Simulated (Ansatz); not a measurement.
GaAs:
```cif
data_AsGa
_chemical_formula_sum 'Ga1 As1'
_space_group_name_H-M_alt 'P 1'
_space_group_IT_number 1
_cell_length_a 4.00605
_cell_length_b 4.00605
_cell_length_c 4.00605
_cell_angle_alpha 60.000
_cell_angle_beta 60.000
_cell_angle_gamma 60.000
loop_
_space_group_symop_operation_xyz
  'x, y, z'
loop_
_atom_site_label
_atom_site_type_symbol
_atom_site_fract_x
_atom_site_fract_y
_atom_site_fract_z
_atom_site_occupancy
Ga1 Ga 0.00000 0.00000 0.00000 1
As1 As 0.75000 0.75000 0.75000 1
```

Relaxed with r²SCAN. The program Ansatz at the r²SCAN level (PAW) gives a gap of 0.97 eV.

What gap does HSE06 give on the same cell (Ansatz, PAW)?

1.37 eV, 0.40 eV more. The hybrid was solved on a coarser mesh and at special points; its gap is the smallest among all of these.

```csv
k,v1 r²SCAN,c1 r²SCAN,v1 HSE06,c1 HSE06
Γ,0.00,0.97,0.00,1.37
X,-2.75,1.78,?,?
L,-1.17,1.36,?,?
W,-3.40,5.01,?,?
K,-2.32,2.29,?,?
```

Top valence (v1) and lowest conduction level (c1) in eV from each method's valence maximum (which need not be a listed point): supply the withheld HSE06 values.


- X, v1 HSE06: -2.89
- X, c1 HSE06: 2.07
- W, v1 HSE06: -3.57
- W, c1 HSE06: 5.45
- K, v1 HSE06: -2.43
- K, c1 HSE06: 2.63
- L, v1 HSE06: -1.22
- L, c1 HSE06: 1.74

Cost on shared cores: the r²SCAN run (SCF on a 9×9×9 mesh, then bands and DOS) about 16 core-seconds (a rough figure), the HSE06 run (SCF on 6×6×6, then a few points) roughly 60 core-seconds; the tasks are unlike.

Space group F-43m (zinc blende). Symmetry was held in the r²SCAN relaxation; phonons on a q-mesh show no instability. Scalar-relativistic: spin–orbit coupling is off unless named, which matters more the heavier the elements.

Potentials: the earlier of the program's two PAW sets.
